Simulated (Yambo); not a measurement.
```
CELL_PARAMETERS angstrom
      0.00000     3.49004     3.49004
      3.49004     0.00000     3.49004
      3.49004     3.49004     0.00000
ATOMIC_POSITIONS crystal
  Br 0.50000 0.50000 0.50000
  Rb 0.00000 0.00000 0.00000
```

RbBr (rock salt, space group Fm-3m, No. 225) under isotropic strain of +2 % on all lattice vectors: mean Im ε in 1 eV windows above the direct gap of 6.72 eV, for different electron-hole kernels (Yambo, broadening 0.15 eV, norm-conserving PBEsol (Quantum ESPRESSO, 46 Ry, no spin-orbit coupling) bands; 6×6×6 mesh, 3 valence and 7 conduction bands, static screening with 36 bands and a 4 Ry block, scissor 2.63 eV, Tamm-Dancoff; field along x).

```tsv
window (eV)	independent quasiparticles	BSE
6.7 to 7.7	0.6	2.5
7.7 to 8.7	1.3	1.7
8.7 to 9.7	3.0	2.6
9.7 to 10.7	2.3	2.6
10.7 to 11.7	3.1	1.0
11.7 to 12.7	2.6	0.5
```

This run doesn't resolve bound excitons or single peaks, so only averages are given, and they too depend on the mesh; weight that the attraction moves below the gap isn't listed. All transitions below 13.76 eV are in the band window. The scissor comes from a G0W0 run whose convergence isn't established.

Spin-orbit splittings are left out.

Geometry strained from the cell relaxed with PBEsol, atoms relaxed again.
